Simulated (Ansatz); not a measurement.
Problem. Each is relaxed and computed with PBEsol (plane waves, PAW; program Ansatz). Which is the only metal?
A) Sr2MnO4, I4/mmm (Sr on 4e, Mn on 2a, O on 4c, O on 4e)
B) SrGeAu3, P4/nmm (Au on 4e, Au on 2c, Ge on 2c, Sr on 2a)
C) NbPO5, P4/nmm (Nb on 2c, P on 2b, O on 8i, O on 2c)
D) SrMg2FeH8, P-3m1 (Pearson symbol hP12)

Solution. B, SrGeAu3, P4/nmm (Au on 4e, Au on 2c, Ge on 2c, Sr on 2a). SrGeAu3: metal; Sr2MnO4: gap 0.65 eV (direct); NbPO5: gap 3.28 eV (indirect); SrMg2FeH8: gap 1.62 eV (indirect). Spin orders computed, not proven ground states: Sr2MnO4, I4/mmm (Sr on 4e, Mn on 2a, O on 4c, O on 4e) antiferromagnetic. Standing as an ambient phase not checked: SrGeAu3, P4/nmm (Au on 4e, Au on 2c, Ge on 2c, Sr on 2a); Sr2MnO4, I4/mmm (Sr on 4e, Mn on 2a, O on 4c, O on 4e); NbPO5, P4/nmm (Nb on 2c, P on 2b, O on 8i, O on 2c); SrMg2FeH8, P-3m1 (Pearson symbol hP12). All cells were relaxed under the symmetry of their starts (and spin orders); stability against distortions was not tested throughout. Cells of antiferromagnets are given as chemical subcells. Rows with no word on spin ran without spin polarisation. No Hubbard U is applied. Scalar-relativistic: spin–orbit coupling is off unless named, which matters more the heavier the elements.

Potentials: the later of the program's two PAW sets.
